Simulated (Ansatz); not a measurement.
SrZrO3:
```yaml
crystal:
  lattice:
    - [4.13682, 0.00000, 0.00000]
    - [0.00000, 4.13682, 0.00000]
    - [0.00000, 0.00000, 4.13682]
  atoms:
    - { symbol: Sr, position: [0.50000, 0.50000, 0.50000] }
    - { symbol: Zr, position: [0.00000, 0.00000, 0.00000] }
    - { symbol: O, position: [0.00000, 0.50000, 0.00000] }
    - { symbol: O, position: [0.50000, 0.00000, 0.00000] }
    - { symbol: O, position: [0.00000, 0.00000, 0.50000] }
```

Relaxed with HSE06.

Q: Give the Bader charges and basin volumes of the independent atoms, the program Ansatz at the HSE06 level (PAW).

A: 

```tsv
atom	Bader charge (e)	Bader volume (Å³)
Sr1	+1.66	17.5
Zr2	+2.70	9.5
O3	-1.45	14.6
```

Space group Pm-3m (cubic perovskite). The first step of the workflow began from a Materials Project structure, measured or hypothetical; the Crystallography Open Database files this formula in space group No. 221, but the cells were not matched. Whether it is the stable phase at ambient conditions was not checked. The HSE06 relaxation kept the symmetry of its start; whether a distortion lowers the energy is not shown. The run is not spin-polarised.

Potentials: the later of the program's two PAW sets.
